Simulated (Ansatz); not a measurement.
ScGa3, DFT, LDA, all-electron PAW with datasets made for the crystal, scalar-relativistic (Ansatz 0.2.0), run on 1 thread of Arm Neoverse V2 on a shared host.

The geometry is COD entry 1523115, unchecked; take it as a test cell. The listed cell was then made from it by scaling, straining or moving an atom.

Command: `ansatz run input.yaml --threads 1 --pin off --max-ram 4096MiB --backend cpu --events-out ev --progress --plain --runs-dir out`

```yaml
crystal:
  lattice:
    - [4.0114051152, 0.0, 0.0]
    - [0.0, 4.0114051152, 0.0]
    - [0.0, 0.0, 4.0114051152]
  atoms:
    - { symbol: Sc, position: [0.0, 0.0, 0.0] }
    - { symbol: Ga, position: [0.0, 0.5, 0.5] }
    - { symbol: Ga, position: [0.5, 0.0, 0.5] }
    - { symbol: Ga, position: [0.5, 0.5, 0.0] }
kpoints:
  mp_grid: { grid: [9, 9, 9] }
scf:
  occupations: { method: fermi_dirac, width: 0.05 }
hamiltonian:
  xc: lda
  pseudopotentials: { kind: all_electron, datasets: crystal }
output:
  forces: true
  stress: true
  eigenvalues: true
  efg: { contact_densities: true }
```

(1) How large is the problem that the program sets up?

(2) Estimate the wall time and the peak memory.

(3) And the same cell and mesh by PAW (frozen-core files), asked for forces, stress, eigenvalues, efg, on the same hardware?

Results:

(1) 35 irreducible k-points, 515 plane waves at Γ, 30 bands.

(2) 12 s of wall time for 10 SCF iterations, with a peak of 0.52 GiB. Times on shared machines scatter by tens of per cent.

(3) 4.5 s, peak memory 0.39 GiB.
